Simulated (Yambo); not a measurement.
G0W0@LDA for Sr₂H₃I (space group P-3m1, No. 164) in Yambo (3×3×2 mesh, 8 Ry block, plasmon pole, screening fixed), without a terminator:

```
bands N in G  gap A → K (eV)  shift of the valence edge (eV)
------------  --------------  ------------------------------
74                     3.636                          -0.650
134                    3.682                          -0.927
214                    3.693                          -1.035
```

**Question.** Extrapolate both columns to infinite N with E(N) = E∞ + A/N, test the form, and compare with the terminator.

**Answer.** From two points, E∞ = (N2 E2 − N1 E1)/(N2 − N1). The two largest N give 3.71 eV for the gap and -1.22 eV for the shift; the two smallest give 3.74 eV and -1.27 eV. For the gap the slopes A are -7.6 and -3.9 eV: the form isn't reached, and its limit is uncertain. For the shift the slopes A are 46 and 39 eV: the form isn't reached, and its limit is uncertain. With the Bruneval-Gonze terminator and 214 bands the run gives 3.68 eV and -1.09 eV, 0.03 eV and 0.12 eV from the extrapolated values: the terminator too is an estimate of the remainder. Block, mesh and the bands in W are held fixed.

Spin-orbit coupling is not included.

Geometry of the Materials Project entry, not relaxed at this level; primitive cell a = 4.2427 Å, b = 4.2427 Å, c = 7.6828 Å, α = 90.00°, β = 90.00°, γ = 120.00°.

The structure is a Materials Project entry; no match was found in the copy of COD used, and its stability was not checked.

A shift is the quasiparticle energy of the state minus its LDA energy.
